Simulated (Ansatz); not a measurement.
InSe:
```yaml
crystal:
  lattice:
    - [5.84911, 2.05177, 0.00000]
    - [-5.84911, 2.05177, 0.00000]
    - [-1.66440, 0.00000, 4.54011]
  atoms:
    - { symbol: In, position: [0.11251, 0.88749, 0.95892] }
    - { symbol: In, position: [0.88749, 0.11251, 0.04108] }
    - { symbol: Se, position: [0.34093, 0.65907, 0.34373] }
    - { symbol: Se, position: [0.65907, 0.34093, 0.65627] }
```

Relaxed with r²SCAN+D4. Special points in fractions of this cell's reciprocal vectors: Γ (0.000, 0.000, 0.000); C (0.285, 0.285, 0.000); C2 (-0.285, 0.715, 0.000); Y2 (-0.500, 0.500, 0.000); M2 (-0.500, 0.500, 0.500); D (-0.256, 0.744, 0.500); D2 (0.256, 0.256, 0.500); A (0.000, 0.000, 0.500); L2 (0.000, 0.500, 0.500); V2 (0.000, 0.500, 0.000).

Question: List the band energies nearest the valence-band maximum at these points for the program Ansatz at the r²SCAN+D4 level (PAW).

Answer: In eV from the valence-band maximum; about four levels below and three above (degenerate sets whole), none deeper than 8.9 eV; points with the same levels are listed once.

| k | below | above |
|---|---|---|
| Γ | -2.45 -2.22 -1.60 -1.32 | 3.06 3.49 4.21 |
| C | -2.37 -1.90 -1.31 -1.29 | 2.73 2.79 4.07 |
| Y2 | -2.44 -1.24 -0.82 -0.19 | 1.69 3.05 3.52 |
| M2 | -1.74 -1.50 -0.90 -0.51 | 2.51 3.49 3.66 |
| D | -3.41 -2.28 -2.09 -1.09 | 1.78 3.66 4.12 |
| A | -1.90 -1.56 -1.22 -0.31 | 1.40 2.53 4.04 |
| L2 | -3.17 -2.35 -2.34 -1.55 | 2.67 3.61 4.23 |
| V2 | -2.22 -1.84 -1.47 -1.35 | 1.99 2.79 3.88 |

Space group C2/m. The first step of the workflow began from a Materials Project structure, measured or hypothetical; the Crystallography Open Database copy checked does not list it. It is not the phase usual at ambient conditions (space group No. 194). The r²SCAN+D4 relaxation kept the symmetry of its start; its stability against distortions is not shown here. Scalar-relativistic: spin–orbit coupling is off unless named, which matters more the heavier the elements.

Potentials: the later of the program's two PAW sets.
